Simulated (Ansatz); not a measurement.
**Bi₂S₃ — ³³S NMR of the central transition**

Cell: a structure deposited in the COD (listed for 3.5 GPa) whose atoms were relaxed with PBE, the cell held.

Space group Pnma (No. 62); a = 10.9070, b = 3.9191, c = 10.8220 Å.

| site | Wyckoff | site symmetry | x | y | z |
| --- | --- | --- | --- | --- | --- |
| Bi1 | 4c | .m. | 0.9991 | 0.2500 | 0.6761 |
| Bi5 | 4c | .m. | 0.3281 | 0.2500 | 0.4701 |
| S9 | 4c | .m. | 0.0510 | 0.2500 | 0.1295 |
| S13 | 4c | .m. | 0.3764 | 0.2500 | 0.0578 |
| S17 | 4c | .m. | 0.2212 | 0.2500 | 0.8013 |

One atom of each set is listed.

All values are calculated (Ansatz; DFT, PBE, plane waves and PAW, scalar-relativistic, 420 eV cutoff, Γ-centred 3×7×3 k-points, Fermi–Dirac smearing 0.02 eV), not measured.

³³S has I = 3/2 and Q = -69.40 mb (Pyykkö 2018); at 18.8 T its Larmor frequency is ν₀ = 61.5 MHz. Only the quadrupole interaction is simulated: positions count from each site's isotropic chemical shift, and shift anisotropy, dipolar and J coupling are left out.

Simulated pattern of one S site (static powder, Gaussian broadening 8 kHz):

(offset (kHz), height): (-194.2, 0), (-186.2, 0), (-178.3, 19), (-170.4, 61), (-162.5, 77), (-154.5, 100), (-146.6, 88), (-138.7, 66), (-130.8, 57), (-122.8, 51), (-114.9, 47), (-107.0, 44), (-99.1, 42), (-91.2, 40), (-83.2, 39), (-75.3, 38), (-67.4, 37), (-59.5, 36), (-51.5, 35), (-43.6, 35), (-35.7, 35), (-27.8, 34), (-19.9, 35), (-11.9, 35), (-4.0, 34), (3.9, 28), (11.8, 27), (19.8, 28), (27.7, 30), (35.6, 31), (43.5, 33), (51.4, 36), (59.4, 39), (67.3, 45), (75.2, 55), (83.1, 82), (91.1, 86), (99.0, 23), (106.9, 0), (114.8, 0)

Question: Which |C_Q| and η does the pattern imply?

Answer: The pattern spans 273 kHz before broadening and its centre of gravity is at -49.3 kHz, which fixes P_Q; the places of the horns and steps fix η. That gives P_Q = 11.0 MHz, |C_Q| = 11.0 MHz and η = 0.07, the values that the calculation gives site S13 (5 Bi at 2.71–3.12 Å). The other sites have |C_Q| = 4.51, 1.88 MHz. The sign of C_Q can't be read from the pattern.

At this cell the PBE pressure is 5 GPa, so with PBE the cell would grow if it were relaxed. Without spin–orbit coupling the gradients at and beside Bi can be off by some per cent, at some sites by more.

The relaxation (6 steps) took 3.3 min of wall time (6.3 min of CPU time) and 1.4 GiB at its peak, on 2 threads of Intel Xeon Processor @ 2.50GHz (Skylake/Cascade Lake) (x86_64; 62 cores open to the job, memory cap 5.0 GiB, no GPU), a shared host with a load of 0.7 a core.
